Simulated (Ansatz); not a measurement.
InSb (rock salt, space group No. 225) at seven volumes, plane-wave PAW r²SCAN (Ansatz code), scaled uniformly. One row is withheld.

| V (Å³/atom) | P (GPa) |
|---|---|
| 25.672 | 6.52 |
| 26.519 | ? |
| 27.365 | 1.80 |
| 28.211 | 0.00 |
| 29.058 | -1.48 |
| 29.904 | -2.73 |
| 30.750 | -3.78 |

**Question.** Fit the shown pressures and predict the withheld one.

**Answer.** Third-order Birch–Murnaghan: P = (3/2)B₀(x^(7/2) − x^(5/2))[1 + (3/4)(B′ − 4)(x − 1)] with x = (V₀/V)^(2/3). Least squares on the six rows gives V₀ = 28.216 Å³/atom, B₀ = 54.43 GPa, B′ = 5.01. At V = 26.519, x = 1.0422 and P = 3.94 GPa. The run itself gave 3.94 GPa.

Space group Fm-3m (rock salt). The first step of the workflow began from a Materials Project structure, measured or hypothetical; the Crystallography Open Database copy checked does not list it. It is not the phase usual at ambient conditions (space group No. 216). Symmetry was held in the r²SCAN relaxation; its stability against distortions is not shown here. Spin–orbit coupling is left out wherever it is not named.

Potentials: the later of the program's two PAW sets.
